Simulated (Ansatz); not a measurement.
BeS:
Space group P6₄22 (No. 181); a = b = 3.4369 Å, c = 7.8047 Å, α = β = 90.00°, γ = 120.00°

| atom | site | symmetry | x | y | z |
|---|---|---|---|---|---|
| Be | 3c | 222 | 0.5000 | 0.0000 | 0.0000 |
| S | 3d | 222 | 0.5000 | 0.0000 | 0.5000 |

Relaxed with r²SCAN+D4. r²SCAN+D4 in the plane-wave PAW code Ansatz gives a gap of 3.15 eV.

Task: What gap does HSE06 give on the same cell (Ansatz, PAW)?

Result: 3.57 eV, 0.41 eV more. The hybrid was solved on a coarser mesh and at special points; its gap is the smallest among all of these.

| k | v1 r²SCAN+D4 | c1 r²SCAN+D4 | v1 HSE06 | c1 HSE06 |
|---|---|---|---|---|
| Γ | 0.00 | 4.68 | (withheld) | (withheld) |
| A | -0.38 | 4.15 | (withheld) | (withheld) |
| K | -1.76 | 4.51 | -1.84 | 5.06 |
| H | -1.22 | 4.90 | (withheld) | (withheld) |
| M | -1.71 | 3.16 | -1.82 | 3.57 |
| L | -1.29 | 3.68 | (withheld) | (withheld) |

Task: Top valence (v1) and lowest conduction level (c1) in eV from each method's valence maximum (which need not be a listed point): supply the withheld HSE06 values.

Result: 
- L, v1 HSE06: -1.37
- L, c1 HSE06: 4.17
- H, v1 HSE06: -1.29
- H, c1 HSE06: 5.43
- Γ, v1 HSE06: 0.00
- Γ, c1 HSE06: 5.10
- A, v1 HSE06: -0.35
- A, c1 HSE06: 4.55

Cost on shared cores: the r²SCAN+D4 run (SCF on a 9×9×4 mesh, then bands and DOS) around 60 core-seconds (rough), the HSE06 run (SCF on 6×6×2, then a few points) very roughly 70 core-seconds; the tasks are unlike.

Space group P6_422. The start of the workflow was typed in or built on a structure type; neither database checked (COD, Materials Project) lists it. COD files the formula under space group No. 216, so this cell is another polymorph or a model. Its standing as an ambient phase is unchecked. The cell was relaxed with r²SCAN+D4 under the symmetry of its start; whether a distortion lowers the energy is not shown.

Potentials: the earlier of the program's two PAW sets.
